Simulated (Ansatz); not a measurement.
All numbers below come from DFT PBE, scalar-relativistic, plane waves, PAW in Ansatz. The final run on the 10-atom cell used 420 eV, a Γ-centred 18×18×2 mesh, 0.10 eV smearing and collinear spin.

Formation energies are uncorrected and refer to the elements' standard structures at the same level.

Question: Find a candidate hexagonal metal with formula FePt₄, with a formation energy near −0.07 eV/atom and a density near 18.37 g/cm³, in a cell of 10 atoms. Its symmetry should be P6_3/mmc (No. 194).

Answer: FePt₄, space group P6_3/mmc (No. 194). Fe is surrounded by 6 Pt at 2.64 Å and 6 Fe at 2.75 Å; Pt on its first site has 12 Pt at 2.75–2.91 Å; around Pt on its second site lie 3 Fe at 2.64 Å and 9 Pt at 2.75–2.91 Å.

```
Fe Pt
1.0
     2.75145    0.00000    0.00000
    -1.37573    2.38283    0.00000
     0.00000    0.00000   23.05253
Fe Pt
2 8
Cartesian
  0.0000 1.5886 17.2894
  1.3757 0.7943 5.7631
  0.0000 1.5886 12.7321
  0.0000 1.5886 21.8467
  1.3757 0.7943 1.2059
  1.3757 0.7943 10.3204
  1.3757 0.7943 15.1752
  1.3757 0.7943 19.4036
  0.0000 1.5886 3.6490
  0.0000 1.5886 7.8773
```

- Volume per atom: 15.11 Å³
- Density: 18.37 g/cm³
- Formation energy: −0.07 eV/atom
- Gap on the 18×18×2 mesh of the 10-atom cell: 0 eV (a metal)
- Net moment per atom: 0.00 μB
- Moment by site: Fe 3.0, -3.0; Pt 0.3 (×2), -0.3 (×2) μB

The structure comes from a generated guess, relaxed at this level; another structure or a mixture of phases may lie lower. Other answers may fit too; this one was computed.

These runs have no spin–orbit coupling, which can matter for Pt. The magnetic state reached may not be the lowest. Symmetry constrained the relaxation, so the result can be a saddle point. Site moments count only spheres around the atoms; the net moment includes the space between them.
